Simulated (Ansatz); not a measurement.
**LaTl, one cell by several methods**

```yaml
crystal:
  lattice:
    - [3.97536, 0.00000, 0.00000]
    - [0.00000, 3.97536, 0.00000]
    - [0.00000, 0.00000, 3.93600]
  atoms:
    - { symbol: La, position: [0.00000, 0.00000, 0.00000] }
    - { symbol: Tl, position: [0.50000, 0.50000, 0.50000] }
```

Atom numbers follow the list: La1, Tl2.

The cell is COD entry 1523872, as deposited and not checked against the literature; nothing was relaxed. The listed cell was then made from it by scaling, straining or moving an atom.

No spin–orbit coupling, which matters for the heavy atoms here.

Methods: DFT, PBEsol, PAW with Ansatz's default frozen-core files, scalar-relativistic (Ansatz 0.2.0); DFT, PBEsol, all-electron PAW with datasets made for the crystal, scalar-relativistic (Ansatz 0.2.0); DFT, PBEsol, all-electron LAPW, scalar-relativistic (Ansatz 0.2.0).

For PAW: a Γ-centred 10×10×10 k mesh, Fermi–Dirac smearing of 0.05 eV, cutoff 420 eV, no spin polarisation; the PAW files were made with PBE, and the program remakes their frozen cores for this functional. The crystal-made all-electron datasets (AE datasets) take a cutoff of 260 eV at this cell. LAPW targets a basis error of 0.25 meV/atom. The Ansatz runs share mesh, smearing and spin set-up. Plane-wave (PAW) pressures include the program's estimate of the Pulay term.

Stress and pressure are positive in compression.

The change that made this cell: equal xx and yy strain of +1 %.

Spin–orbit coupling is left out, which moves gradients at and beside heavy atoms by some per cent and at worst by a factor of two.

In a metal, gradients converge slowly with the k mesh: the values move by tens of per cent from one mesh to another, at times in sign, so only the comparison on one mesh counts.

```csv
quantity,PAW,AE datasets,LAPW
pressure (GPa),-1.65,-1.63,-1.63
stress xx (GPa),-1.71,-1.68,-1.69
stress zz (GPa),-1.53,-1.51,-1.51
field gradient Vzz at Tl2 (10²¹ V/m²),0.52,0.51,–
```

PAW's pressure differs from the LAPW value by -0.02 GPa.
